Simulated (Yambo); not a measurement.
G0W0@LDA for CaC$_{2}$ (space group C2/c, No. 15) in Yambo. Reference settings: 4×4×2 Γ-centred k mesh, 140 bands and a 7 Ry block in the screening, 140 bands in G with the Bruneval-Gonze terminator, plasmon pole fitted at 27.2 eV. The LDA gap (0.25, -0.25, 0) → (-0.5, -0.5, 0) on this mesh is 1.86 eV; G0W0 gaps are taken between the same points.

The settings were changed. The gap went from 3.85 eV to 3.91 eV, and the shift of the valence edge from -0.86 eV to -0.57 eV.

### Question
Which change was made?
A) 4×4×1 mesh
B) 36 bands in W, 36 bands in G, 3 Ry block
C) 54 bands in W, 54 bands in G
D) 36 bands in W, 36 bands in G, 2 Ry block

### Answer
C, 54 bands in W, 54 bands in G. The others gave (gap, valence shift): 4×4×1 mesh: 3.85, -0.83 eV; 36 bands in W, 36 bands in G, 2 Ry block: 3.98, -0.35 eV; 36 bands in W, 36 bands in G, 3 Ry block: 4.02, -0.33 eV.

Geometry of the Materials Project entry, not relaxed at this level; primitive cell a = 3.900 Å, b = 3.900 Å, c = 7.384 Å, α = 104.58°, β = 104.58°, γ = 64.51°.

The structure is a Materials Project entry; no match was found in the copy of COD used, and its stability was not checked.

A shift is the quasiparticle energy of the state minus its LDA energy.
